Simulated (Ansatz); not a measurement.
ScCu:
```
CELL_PARAMETERS angstrom
      3.16679     0.00000     0.00000
      0.00000     3.16679     0.00000
      0.00000     0.00000     3.16679
ATOMIC_POSITIONS crystal
  Sc 0.50000 0.50000 0.50000
  Cu 0.00000 0.00000 0.00000
```

This is the LDA-relaxed structure.

Question: All from DFT-LDA in the program Ansatz with PAW potentials, unless another level is named. Estimate the formation energy from the elements (no fitted shifts).

Answer: -27 kJ/mol of atoms.

Question: And the density of states at the Fermi level?

Answer: 0.61 states/eV per atom (mean over ±0.08 eV).

Space group Pm-3m (CsCl type). The first step of the workflow began from a Materials Project structure, measured or hypothetical; the Crystallography Open Database files this formula in space group No. 221, but the cells were not matched. Whether it is the stable phase at ambient conditions was not checked. The LDA relaxation kept the symmetry of its start; of distortions, only those at the zone centre were tested. The run is not spin-polarised. The references are the lowest solids computed at this level, not always the standard phases.

Potentials: the later of the program's two PAW sets.
